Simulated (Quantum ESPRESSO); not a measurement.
SrTiO3, space group Pm-3m (No. 221):

```
SrTiO3
1.0
    3.91270     0.00000     0.00000
    0.00000     3.91270     0.00000
    0.00000     0.00000     3.91270
Sr Ti O
1 1 3
Direct
  0.00000   0.00000   0.00000
  0.50000   0.50000   0.50000
  0.50000   0.00000   0.50000
  0.00000   0.50000   0.50000
  0.50000   0.50000   0.00000
```
Geometry: a computed entry of the Materials Project; it was not checked against measured cells. It is SrTiO3 in Pm-3m. Stability against distortions was not tested. The run has no spin polarisation.

```tsv
site	Wyckoff letter	site symmetry
Sr	a	m-3m
Ti	b	m-3m
O	c	4/mmm
```

Cores are frozen. Against all-electron runs on small test molecules, this scheme's |Vzz| missed by −2 to +6 % on O.

Question: Where does symmetry force the field gradient to vanish or to be axial, and what does the PAW reconstruction of the field gradient on a scalar-relativistic PBE ground state (a modified build of Quantum ESPRESSO, JTH datasets) give?

Answer: 
```json
[
 {"site": "Sr", "by symmetry": "vanishes (cubic site)", "Vzz (a.u.)": "0", "η_Q": "–"},
 {"site": "Ti", "by symmetry": "vanishes (cubic site)", "Vzz (a.u.)": "0", "η_Q": "–"},
 {"site": "O", "by symmetry": "axial, η = 0 (an axis of order 3 or more)", "Vzz (a.u.)": "0.122", "η_Q": "0.00"}
]
```
